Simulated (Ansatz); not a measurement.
Input:

IrW (rock salt, space group No. 225), a = b = c = 5.2015 Å, α = β = γ = 90.00°; the cell used has 2 atoms.

This is the PBE-relaxed structure.

All from DFT-PBE in the program Ansatz with PAW potentials, unless another level is named. Predict the density of states at the Fermi level.

0.95 states/eV per atom (mean over ±0.08 eV).

And the formation energy from the elements (no fitted shifts)?

0.83 eV/atom.

Space group Fm-3m (rock salt). The start of the workflow was typed in or built on a structure type; neither database checked (COD, Materials Project) lists it. COD files the formula under space group No. 51. Whether it is the stable phase at ambient conditions was not checked. The cell was relaxed with PBE under the symmetry of its start; its stability against distortions is not shown here. No spin polarisation was allowed. The volume moved by 18 % from the start of the relaxation. Its formation energy is positive at this level, so the cell may be metastable or incomplete. The references are the lowest solids computed at this level, not always the standard phases. Scalar-relativistic: spin–orbit coupling is off unless named, which matters more the heavier the elements.

Potentials: the later of the program's two PAW sets.
